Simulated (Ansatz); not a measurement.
# Phonon dispersion of Li2H

Theory: DFT PBE, scalar-relativistic, plane waves, PAW in Ansatz 0.2.0. Cutoff 420 eV, 16×10×6 k-points (Γ-centred), Fermi-Dirac smearing of 0.15 eV. No spin polarisation. Phonons by linear response, acoustic sum rule imposed.

Equilibrium structure at this level:
```yaml
crystal:
  lattice:
    - [2.82828, 0.00000, 0.00000]
    - [0.00000, 4.16905, 0.00000]
    - [0.00000, 0.00000, 5.99163]
  atoms:
    - { symbol: Li, position: [0.50000, 0.00000, 0.39327] }
    - { symbol: Li, position: [0.00000, 0.50000, 0.14693] }
    - { symbol: Li, position: [0.50000, 0.00000, 0.85307] }
    - { symbol: Li, position: [0.00000, 0.50000, 0.60673] }
    - { symbol: H, position: [0.50000, 0.50000, 0.38992] }
    - { symbol: H, position: [0.00000, 0.00000, 0.61008] }
```

The cell was found from a structure generator's guess, not taken from experiment. In a metal, frequencies and elastic constants depend on the k mesh and the smearing, soft modes and shear constants most. The q mesh is coarse, so values between its points are rough.

Force constants from linear response on a 4×2×1 q mesh.

Path: Γ–X–S–Y–Γ–Z–U–R–T–Z | X–U | Y–T | S–R. Only the points of the 4×2×1 mesh were computed; the rest is interpolation, which is rough on so few points. On the mesh no mode is imaginary. Distance along the path (Å⁻¹), then the branches (cm⁻¹, negative for imaginary):
```
0.000  0 0 0 177 202 277 279 311 319 340 364 390 465 759 767 797 869 878
0.278  50 89 136 217 237 275 277 306 335 346 358 380 483 747 785 796 878 901
0.555  110 164 244 270 271 272 284 296 341 353 375 382 528 740 750 809 933 941
0.833  169 224 263 264 267 294 300 312 320 369 402 413 586 701 757 797 974 985
1.111  222 222 262 262 274 274 301 301 359 359 421 421 645 645 780 780 994 994
1.299  223 223 258 258 265 265 306 306 367 367 422 422 648 648 781 781 994 994
1.488  226 226 238 238 260 260 320 320 377 377 427 427 656 656 785 785 994 994
1.676  217 217 228 228 258 258 337 337 376 376 438 438 664 664 788 788 994 994
1.864  209 209 229 229 258 258 348 348 370 370 443 443 667 667 789 789 994 994
2.142  204 204 230 230 247 247 343 343 364 364 429 429 667 667 792 792 977 977
2.420  191 191 225 225 232 232 300 300 353 353 406 406 673 673 806 806 932 932
2.697  176 176 200 200 235 235 252 252 304 304 407 407 695 695 824 824 874 874
2.975  165 165 178 178 238 238 256 256 258 258 410 410 717 717 824 824 847 847
3.163  148 172 173 176 208 227 232 272 283 295 402 411 664 737 803 845 846 850
3.352  113 129 131 175 213 223 244 296 303 328 386 406 580 744 784 832 858 863
3.540  61 67 69 177 204 256 269 308 315 347 366 397 498 752 772 811 866 874
3.729  0 0 0 177 202 277 279 311 319 340 364 390 465 759 767 797 869 878
3.860  23 41 46 170 206 260 293 296 319 348 362 392 467 759 767 797 869 878
3.991  45 80 92 157 214 238 268 305 318 356 356 398 469 759 767 797 869 878
4.122  63 112 132 144 216 219 237 315 318 350 359 402 472 760 767 797 868 878
4.253  71 128 138 155 205 217 220 318 319 347 360 404 473 760 767 797 868 878
4.531  129 152 153 206 206 226 256 320 337 341 354 397 488 747 784 796 877 901
4.808  145 196 211 213 276 277 307 316 324 356 364 390 529 741 750 809 933 941
5.086  175 226 235 235 298 299 304 324 340 350 395 414 586 701 757 797 974 985
5.364  209 209 262 262 274 274 321 321 352 352 419 419 645 645 780 780 994 994
5.552  211 211 258 258 266 266 326 326 358 358 421 421 648 648 781 781 994 994
5.740  216 216 248 248 252 252 335 335 369 369 428 428 656 656 785 785 994 994
5.929  223 223 232 232 244 244 344 344 375 375 436 436 664 664 788 788 994 994
6.117  224 224 229 229 240 240 348 348 376 376 441 441 667 667 789 789 994 994
6.395  203 203 235 235 243 243 339 339 369 369 428 428 667 667 792 792 977 977
6.673  176 176 222 222 252 252 300 300 350 350 406 406 673 673 806 806 932 932
6.950  155 155 194 194 241 241 271 271 305 305 401 401 695 695 824 824 874 874
7.228  147 147 165 165 240 240 258 258 286 286 401 401 717 717 824 824 847 847
7.417  121 157 162 162 231 233 272 276 283 283 395 408 664 737 803 845 846 849
7.605  118 136 146 148 221 240 253 283 302 307 390 410 581 744 784 833 857 863
7.793  95 132 137 140 220 224 226 305 314 335 377 408 502 752 772 811 865 874
7.982  71 128 138 155 205 217 220 318 319 347 360 404 473 760 767 797 868 878
8.047  221 221 262 262 274 274 302 302 359 359 421 421 645 645 780 780 994 994
8.178  218 218 262 262 274 274 307 307 357 357 420 420 645 645 780 780 994 994
8.309  213 213 262 262 274 274 314 314 354 354 420 420 645 645 780 780 994 994
8.440  209 209 262 262 274 274 320 320 352 352 419 419 645 645 780 780 994 994
8.506  165 165 178 178 238 238 256 256 258 258 410 410 717 717 824 824 847 847
8.637  165 165 173 173 239 239 258 258 261 261 409 409 717 717 824 824 847 847
8.768  161 161 165 165 240 240 258 258 272 272 406 406 717 717 824 824 847 847
8.899  151 151 165 165 240 240 258 258 282 282 402 402 717 717 824 824 847 847
9.030  147 147 165 165 240 240 258 258 286 286 401 401 717 717 824 824 847 847
9.096  209 209 229 229 257 257 348 348 370 370 443 443 667 667 789 789 994 994
9.227  212 212 229 229 253 253 348 348 372 372 442 442 667 667 789 789 994 994
9.358  217 217 229 229 247 247 348 348 374 374 441 441 667 667 789 789 994 994
9.489  223 223 229 229 241 241 348 348 376 376 441 441 667 667 789 789 994 994
```
